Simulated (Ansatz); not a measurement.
# LaSc: settings compared (Ansatz)

Launch command:

```bash
ansatz run input.yaml --threads 1 --pin off --max-ram 2560MiB --backend cpu --events-out ev --progress --plain --runs-dir out
```

Input:

```yaml
crystal:
  lattice:
    - [3.486292, 0.0, 0.0]
    - [-1.743146, 3.01922, 0.0]
    - [0.0, 0.0, 8.617243]
  atoms:
    - { symbol: Sc, position: [0.3333, 0.6667, 0.25] }
    - { symbol: Sc, position: [0.6666, 0.3333, 0.75] }
    - { symbol: La, position: [0.0, 0.0, 0.0] }
    - { symbol: La, position: [0.0, 0.0, 0.5] }
  symmetry: { tolerance: 0.0003 }
kpoints:
  mp_grid: { grid: [6, 6, 2], shift: [0, 0, 0] }
magnetization:
  spin_polarized: false
scf:
  occupations: { method: fermi_dirac }
hamiltonian:
  pseudopotentials: { kind: paw }
  xc: lda
basis:
  ecutwfc: 420
output:
  forces: true
  stress: true
  eigenvalues: true
relax:
  max_steps: 40
  cell: {}
```

Origin of the cell: a known structure type with other elements, at an estimated volume, so it need not be a known compound.

The smearing width isn't typed, so it takes its default of 0.1 eV.

Output of this run (shortened):

```
Warning: the atoms were moved onto the symmetric positions of the space group found under crystal.symmetry.tolerance 3.0e-4 (fractional; no operation is sought that the atoms, as they stand i […]
Pseudopotentials: kind: paw
Pseudopotential: Sc, paw, valence charge 11, recommended cutoff 420 eV (normal), Sc.paw.azcp
Pseudopotential: La, paw, valence charge 11, recommended cutoff 420 eV (normal), La.paw.azcp
Functional definition: SPW92
  exchange = slater_x
  correlation = pw_c
Crystal: 4 atoms, lattice volume = 90.704 Å³
Basis set: ecut = 420 eV, 1799 PW (Γ)
Bands: 27, of which v1, the nominal top of the filled ones, is band 22 counted from 1 (21 counted from 0)
Symmetry: 24 space group operations
Space group: P63/mmc (ITA 194), of the structure as read, at distance tolerance 1.3e-3 Å
k-points: 14 of 72
[… 5 lines left out …]
Initial density: superposition of atomic densities (neutral atoms: chi_scale 0, normalization atom), corrected by the library's trained network
Functional: x = slater, c = lda
SCF iter   1: F=—  HF=-16328.750315 eV  Δρ=6.97e-3  dr2=3.11e-2
SCF iter   2: F=—  HF=-16328.745681 eV  Δρ=3.88e-3  dr2=1.15e-2
SCF iter   3: F=—  HF=-16328.743222 eV  Δρ=7.79e-4  dr2=7.07e-4
SCF iter   4: F=—  HF=-16328.743050 eV  Δρ=2.02e-4  dr2=5.53e-5
SCF iter   5: F=—  HF=-16328.743033 eV  Δρ=3.97e-5  dr2=2.41e-6
SCF iter   6: F=-16328.743033 eV  HF=-16328.743033 eV  Δρ=9.45e-6  dr2=8.72e-8
relax step   1: F+E_penalty+E_count = -16328.743033 eV  Δ(F+E_penalty+E_count) = +0.000e0 eV  max|allowed force component| = 3.701e-17 eV/Å  Δτ_max = 0.0000 Å  P = +9.736 GPa  Ω = 90.704 Å³ […]
relax step   2: F+E_penalty+E_count = -16329.368475 eV  Δ(F+E_penalty+E_count) = -6.254e-1 eV  max|allowed force component| = 2.591e-16 eV/Å  Δτ_max = 0.0000 Å  P = +5.872 GPa  Ω = 95.349 Å³ […]
relax step   3: F+E_penalty+E_count = -16329.789576 eV  Δ(F+E_penalty+E_count) = -4.211e-1 eV  max|allowed force component| = 1.110e-16 eV/Å  Δτ_max = 0.0000 Å  P = +3.513 GPa  Ω = 98.601 Å³ […]
relax step   4: F+E_penalty+E_count = -16330.042401 eV  Δ(F+E_penalty+E_count) = -2.528e-1 eV  max|allowed force component| = 1.110e-16 eV/Å  Δτ_max = 0.0000 Å  P = +1.851 GPa  Ω = 101.393 Å³ […]
relax step   5: F+E_penalty+E_count = -16330.149333 eV  Δ(F+E_penalty+E_count) = -1.069e-1 eV  max|allowed force component| = 9.946e-17 eV/Å  Δτ_max = 0.0000 Å  P = +0.196 GPa  Ω = 104.803 Å³ […]
relax step   6: F+E_penalty+E_count = -16330.156448 eV  Δ(F+E_penalty+E_count) = -7.115e-3 eV  max|allowed force component| = 1.180e-16 eV/Å  Δτ_max = 0.0000 Å  P = -0.036 GPa  Ω = 105.249 Å³ […]
relax step   7: F+E_penalty+E_count = -16330.156478 eV  Δ(F+E_penalty+E_count) = -3.012e-5 eV  max|allowed force component| = 7.401e-17 eV/Å  Δτ_max = 0.0000 Å  P = +0.009 GPa  Ω = 105.139 Å³ […]
relax step   8: F+E_penalty+E_count = -16330.191467 eV  Δ(F+E_penalty+E_count) = -3.499e-2 eV  max|allowed force component| = 1.110e-16 eV/Å  Δτ_max = 0.0000 Å  P = +0.508 GPa  Ω = 105.139 Å³  stress off target by 1.29e0 GPa […]
relax step   9: F+E_penalty+E_count = -16330.197321 eV  Δ(F+E_penalty+E_count) = -5.854e-3 eV  max|allowed force component| = 9.252e-17 eV/Å  Δτ_max = 0.0000 Å  P = +0.126 GPa  Ω = 106.248 Å³ […]
relax step  10: F+E_penalty+E_count = -16330.197778 eV  Δ(F+E_penalty+E_count) = -4.578e-4 eV  max|allowed force component| = 2.105e-16 eV/Å  Δτ_max = 0.0000 Å  P = -0.004 GPa  Ω = 106.642 Å³ […]
relax step  11: F+E_penalty+E_count = -16330.197835 eV  Δ(F+E_penalty+E_count) = -5.660e-5 eV  max|allowed force component| = 1.920e-16 eV/Å  Δτ_max = 0.0000 Å  P = -0.004 GPa  Ω = 106.642 Å³  stress off target by 2.04e-2 GPa […]
SCF 11 converged in 7 iterations: F = -16330.197835 eV  dr2 = 2.46e-15
basis re-selected at this cell: Δ(F+E_penalty+E_count) = -5.660e-5 eV, ΔP = -0.000 GPa vs the last step (what re-selecting the basis moved, of the pressure what is left beyond the Pulay corre […]
SCF converged after 7 iterations
Free energy (F): -16330.197835 eV
Harris-Foulkes:  -16330.197835 eV  (|F-HF|=1.82e-12)
Internal energy: -16330.026866 eV  (E = F + TS)
E sigma→0 (E₀):  -16330.112350 eV
Entropy (-TS):   -0.170969 eV (-42.742 meV/atom)
Fermi energy:    12.000471 eV
--- Per-component energies (eV) ---
  E_band       = -338.347744
  E_kinetic    = 916.773576
  E_local      = -2213.943721  (includes V_loc(G=0)·N_el)
  E_nonlocal   = 373.196342
  E_hartree    = 755.018478
  E_xc         = -486.369292
  E_vxc        = -556.467035  (∫ρ·V_xc dr)
  E_paw        = -12307.873799  (= ΣΔE_a)
  E_vpaw       = -367.943883  (= ΣTr[D̂ρ^β])
  E_aug_tail   = 0.000018  (compensation charges beyond the density's cutoff)
  E_ewald      = -3368.083747
  E_core_change = 1.255278  (= ΣΔE_core)
  E_smearing   = -0.170969  (= −TS)
  Σ components = -16330.197835   (vs F -16330.197835, Δ=0.00e0)
--- Forces (eV/Å), atoms counted from 1 ---
  atom   1  Sc     0.000000    -0.000000     0.000000
  atom   2  Sc     0.000000     0.000000    -0.000000
  atom   3  La    -0.000000     0.000000    -0.000000
  atom   4  La    -0.000000     0.000000     0.000000
  max |Σ_I F_I| component: 9.25e-18 eV/Å
--- Stress (GPa, compression-positive) ---
       -0.016222       0.000000      -0.000000
        0.000000      -0.016222       0.000000
       -0.000000       0.000000       0.020425
  P = ⅓ Tr σ = -0.0040 GPa (-0.040 kbar)
--- Relaxed structure (9 steps of the walk, 9 accepted, 2 SCFs on fresh bases) ---
  F+E_penalty+E_count = -16330.197835 eV   max|allowed force component| = 1.920e-16 eV/Å   (the final SCF, on the basis selected at the relaxed cell)
  cell:  # Å, volume = 106.6418 Å³
    - [3.405227, 0.0, 0.0]
    - [-1.702613, 2.949013, 0.0]
    - [0.0, 0.0, 10.619518]
  atoms:
    - { symbol: Sc, position: [0.333333, 0.666667, 0.25] }
    - { symbol: Sc, position: [0.666667, 0.333333, 0.75] }
    - { symbol: La, position: [-1.387e-17, 0.0, 0.0] }
    - { symbol: La, position: [-1.387e-17, 0.0, 0.5] }
```

The same input was run again with these changes:

1. `scf.eigensolver.kind` default → davidson; `basis.precision` default → f64
2. `kpoints.mp_grid.shift` [0, 0, 0] → [0.5, 0.5, 0.5]; `scf.occupations.method` fermi_dirac → cold; `scf.occupations.width` default → 0.2
3. `accuracy` default → high; `basis.ecutrho_ratio` default → 8
4. `basis.xc_grid` default → 3; `hamiltonian.xc` lda → r2scan

```tsv
run	end	SCF iterations	volume (Å³/atom)	max force component (eV/Å)	moment (μB)	ΔE(σ→0) (meV/atom)
base	converged	68	26.66	0.000	–	0
1	converged	80	26.66	0.000	–	0.00
2	converged	64	26.46	0.000	–	-26.29
3	converged	68	26.66	0.000	–	0.00
4	converged	80	30.23	0.000	–	–
```

Energies are compared only where functional, datasets, charge and starting cell are the same.

Not properties of the system: run 2 (too coarse or loose: `scf.occupations.width` = 0.2).

Caveats of the base run: no dispersion correction, so spacings can come out too large where layers or molecules are weakly bound; no spin-orbit coupling, though heavy elements are present; the k mesh is coarse if the cell is a metal; the relaxation held the start's symmetry, so the end may be a saddle point.

Run 2: the k mesh keeps only part of the crystal's symmetry; wide smearing.
Run 4: the cutoff lies below the datasets' advice.

The base run took 13 s on 1 thread of AMD EPYC 9R45 96-Core Processor (Zen 5), on a shared host, peak memory 0.42 GiB, from the program's own first density.
